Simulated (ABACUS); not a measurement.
Input and output of a self-consistent single point for AlRu (Pm-3m, 2 atoms in the cell; from Materials Project mp-542569, changed as shown) (ABACUS).

Method: LDA (PW92), numerical atomic orbitals SZP (confined pseudo-atomic orbitals with Gaussian additions; energy shift 0.01 Ry), PseudoDojo 0.4 standard norm-conserving LDA (tails mended) pseudopotentials in ABACUS.

The change in words: lattice scaled by 0.98. Reference geometry (Pm-3m):
```xyz
2
Lattice="3.0413 0.0000 0.0000 0.0000 3.0413 0.0000 0.0000 0.0000 3.0413" Properties=species:S:1:pos:R:3 pbc="T T T"
Al     0.0000     0.0000     0.0000
Ru     1.5206     1.5206     1.5206
```

Reference input (self-consistent single point, DFT, LDA (PW92), numerical atomic orbitals SZP (confined pseudo-atomic orbitals with Gaussian additions; energy shift 0.01 Ry), PseudoDojo 0.4 standard norm-conserving LDA (tails mended) pseudopotentials): basis = SZP numerical atomic orbitals, energy shift 0.01 Ry; KPT = Gamma 14 14 14 0 0 0; basis_type = lcao; dft_functional = PWLDA; ecutwfc = 100 Ry; smearing_method = fd; smearing_sigma = 0.00734986 Ry; potentials = PseudoDojo 0.4 standard norm-conserving LDA (tails mended); symmetry = 1; symmetry_prec = 1e-05; ks_solver = genelpa; scf_nmax = 100. This run's input differs from it in these lines:

```diff
@@ -30,8 +30,8 @@
 LATTICE_CONSTANT
-5.747139
+5.632196
 
 LATTICE_VECTORS
-   1.0000000044    0.0000000000    0.0000000000
-   0.0000000000    1.0000000044    0.0000000000
-   0.0000000000    0.0000000000    1.0000000044
+   1.0000000770    0.0000000000    0.0000000000
+   0.0000000000    1.0000000770    0.0000000000
+   0.0000000000    0.0000000000    1.0000000770
 
@@ -48,3 +48,3 @@
 1
-   2.8735695126    2.8735695126    2.8735695126 1 1 1
+   2.8160982168    2.8160982168    2.8160982168 1 1 1
 # file: KPT
```

The program printed (abridged):

```
 SELF-CONSISTENT
 -------------------------------------------

                  longest orb rcut (Bohr) = 8
   longest nonlocal projector rcut (Bohr) = 1.78
                     search radius (Bohr) = 19.6

                          real space grid = [ 36, 36, 36 ]
                                 init_chg = atomic

 LCAO ALGORITHM --------------- ION=   1  ELEC=   1--------------------------------

 Density error is 0.0670125737165
 E_KohnSham     -206.9762288931      -2816.0560634988
 E_Fermi        1.2514771904         17.0272207063

 LCAO ALGORITHM --------------- ION=   1  ELEC=   2--------------------------------

   [... lines left out ...]

   [... 4 blocks of this kind left out ...]

 LCAO ALGORITHM --------------- ION=   1  ELEC=   7--------------------------------

 Density error is 1.25422828757e-07
 E_KohnSham     -207.0333642618      -2816.8334300707
 E_Fermi        1.1944528091         16.2513641960

 LCAO ALGORITHM --------------- ION=   1  ELEC=   8--------------------------------

 Density error is 2.45239667354e-08
 E_KohnSham     -207.0333642620      -2816.8334300728
 E_KS(sigma->0) -207.0313957650      -2816.8066472973
 E_entropy(-TS) -0.0039369940        -0.0535655511
 E_Fermi        1.1944528593         16.2513648785
 charge density convergence is achieved
 final etot is -2816.8334301 eV
 EFERMI = 16.251364878 eV

 STATE ENERGY(eV) AND OCCUPATIONS    NSPIN == 1
   [... 17 lines left out ...]

 TOTAL-FORCE (eV/Angstrom)
                       Al1         0.0000000000         0.0000000000         0.0000000000
                       Ru1         0.0000000000         0.0000000000         0.0000000000

 TOTAL-STRESS (KBAR)
         2.0865289352        -0.0000000000        -0.0000000000
        -0.0000000000         2.0865289352         0.0000000000
        -0.0000000000         0.0000000000         2.0865289352
 TOTAL-PRESSURE: 2.086529 KBAR

 --------------------------------------------
 !FINAL_ETOT_IS -2816.8334300728470225 eV
 --------------------------------------------
```

The run converged in 8 iterations. Against the reference run the free energy falls by 29.2 meV/atom and the pressure goes from -10.94 to 0.21 GPa.

The atom-centred basis is finite, which shifts total energies and pressures against plane waves. A single-zeta basis is rough, for pressures and forces above all. The structure comes from a collection of computed structures, made at another level of theory; the collection holds predicted forms beside known ones. Its lattice was then scaled.

The atomic orbitals were generated for these runs; they are not ABACUS's published sets and were checked against plane waves on a few crystals only.

“Tails mended”: in these copies of the files the far tail of each local potential was reset to the Coulomb form.
